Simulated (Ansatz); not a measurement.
Input:

LiC$_{6}$:
```
CELL_PARAMETERS angstrom
      4.30239     0.00000     0.00000
     -2.15120     3.72598     0.00000
      0.00000     0.00000     3.62372
ATOMIC_POSITIONS crystal
  C  0.33361 0.33361 0.00000
  C  0.66639 0.00000 0.00000
  C  0.00000 0.66639 0.00000
  C  0.33361 0.00000 0.00000
  C  0.66639 0.66639 0.00000
  C  0.00000 0.33361 0.00000
  Li 0.00000 0.00000 0.50000
```

This is the r²SCAN+D4-relaxed structure.

**Question.** All from DFT-r²SCAN+D4 in the program Ansatz with PAW potentials, unless another level is named. Estimate the electronic character.

**Answer.** metallic (no gap).

**Question.** What about the formation energy from the elements (no fitted shifts)?

**Answer.** -1.8 kJ/mol of atoms.

**Question.** What about the density of states at the Fermi level?

**Answer.** 0.15 states/eV per atom (mean over ±0.08 eV).

Space group P6/mmm. The cell is a constructed one: a structure type filled with these elements; the Crystallography Open Database copy checked does not list it. Its standing as an ambient phase is unchecked. The r²SCAN+D4 relaxation kept the symmetry of its start; whether a distortion lowers the energy is not shown. The references are the lowest solids computed at this level, not always the standard phases.

Potentials: the later of the program's two PAW sets.
